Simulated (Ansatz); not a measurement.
Data:

VBiO4:
```cif
data_Bi2O8V2
_chemical_formula_sum 'V2 Bi2 O8'
_space_group_name_H-M_alt 'P 1'
_space_group_IT_number 1
_cell_length_a 6.07693
_cell_length_b 6.07693
_cell_length_c 6.07693
_cell_angle_alpha 106.123
_cell_angle_beta 106.123
_cell_angle_gamma 116.398
loop_
_space_group_symop_operation_xyz
  'x, y, z'
loop_
_atom_site_label
_atom_site_type_symbol
_atom_site_fract_x
_atom_site_fract_y
_atom_site_fract_z
_atom_site_occupancy
V1 V 0.25000 0.75000 0.50000 1
V2 V 0.50000 0.50000 0.00000 1
Bi1 Bi 0.00000 0.00000 0.00000 1
Bi2 Bi 0.75000 0.25000 0.50000 1
O1 O 0.67006 0.48892 0.81886 1
O2 O 0.23892 0.92006 0.31886 1
O3 O 0.67006 0.85120 0.18114 1
O4 O 0.60120 0.92006 0.68114 1
O5 O 0.07994 0.39880 0.31886 1
O6 O 0.51108 0.32994 0.18114 1
O7 O 0.07994 0.76108 0.68114 1
O8 O 0.14880 0.32994 0.81886 1
```

This is the PBEsol-relaxed structure.

Problem. All from the program Ansatz at the PBEsol level (PAW), unless another level is named. Estimate the hole effective mass with spin–orbit coupling.

Solution. 0.35, 1.6, 1.6 mₑ (principal values).

Problem. Predict the HSE06 gap on the PBEsol cell.

Solution. 3.70 eV.

Problem. Predict the formation energy from the elements (no fitted shifts).

Solution. -1.97 eV/atom.

Space group I4_1/amd. The first step of the workflow began from a Materials Project structure, measured or hypothetical; the Crystallography Open Database files this formula in space group No. 141, but the cells were not matched. It is not the phase usual at ambient conditions (space group No. 88). The PBEsol relaxation kept the symmetry of its start; its stability against distortions is not shown here. The run is not spin-polarised. No Hubbard U is applied. The references are the lowest solids computed at this level, not always the standard phases (solids in place of the gases). Scalar-relativistic: spin–orbit coupling is off unless named, which matters more the heavier the elements.

Potentials: the later of the program's two PAW sets.
